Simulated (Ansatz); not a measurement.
# Surface calculation: fcc Sr (100), 6 layers

The slab is cut from the fcc crystal, the stable phase, as relaxed on PAW files (55.04 Å³/atom), with 20 Å of vacuum and a dipole correction:

```yaml
crystal:
  lattice:
    - [4.26970, 0.00000, 0.00000]
    - [0.00000, 4.26970, 0.00000]
    - [0.00000, 0.00000, 35.09570]
  atoms:
    - { symbol: Sr, position: [0.25000, 0.25000, 0.28494] }
    - { symbol: Sr, position: [0.75000, 0.75000, 0.37096] }
    - { symbol: Sr, position: [0.25000, 0.25000, 0.45699] }
    - { symbol: Sr, position: [0.75000, 0.75000, 0.54301] }
    - { symbol: Sr, position: [0.25000, 0.25000, 0.62904] }
    - { symbol: Sr, position: [0.75000, 0.75000, 0.71506] }
```

All numbers are PBE results (scalar-relativistic) from Ansatz 0.2.0, with a Γ-centred 9×9×1 k mesh, Fermi–Dirac smearing of 0.05 eV, no spin polarisation. Methods: LAPW: all electrons, basis error target 1 meV/atom; PAW: frozen-core files, cutoff 420 eV.

The bulk energy comes from a cell in the slab's orientation on a 9×9×6 mesh. The surface energy is (E(slab) − N·E(bulk))/2A at zero smearing, the mean of both faces; thin slabs carry quantum-size effects.

The cell is 1×1, so reconstructions are forbidden.

Problem. As cut, the LAPW slab lies 0.791 eV above 6 atoms of bulk. What surface energy is that?

Solution. Over two faces of 18.23 Å² it is 21.7 meV/Å², and times 16.02 J/m² per eV/Å² that gives γ = 0.347 J/m².

Problem. What do relaxation and the other method give, and what work function comes out?

Solution. 

```tsv
method	γ as cut (J/m²)	γ relaxed (J/m²)	Φ as cut (eV)	Φ relaxed (eV)
LAPW	0.347	0.346	2.51	2.50
PAW	0.347	0.346	2.51	2.50
```

Problem. How do the spacings between the planes relax?

Solution. From the bottom face up: d12 -2.2 % of 3.019 Å, d23 -0.6 % of 3.019 Å, d34 -0.5 % of 3.019 Å, d45 -0.6 % of 3.019 Å, d56 -2.2 % of 3.019 Å.

Problem. A 3d core hole is made on one atom of each kind in every 1×1 cell (PAW hole dataset, neutral cell, valence without spin). What does it cost by layer?

Solution. layer 1 133.69 eV, layer 2 133.14 eV, layer 3 133.20 eV. Shifts between layers mean more than the absolute values, and a whole layer of holes screens otherwise than one hole.

Problem. In the relaxed 1×1 cell, replace the outer, then the middle Sr by Y, which changes a whole layer. What shift does this Z+1 picture give?

Solution. E(outer) − E(middle) = +0.50 eV by LAPW and +0.50 eV by PAW; a positive value puts the surface line at higher binding energy.
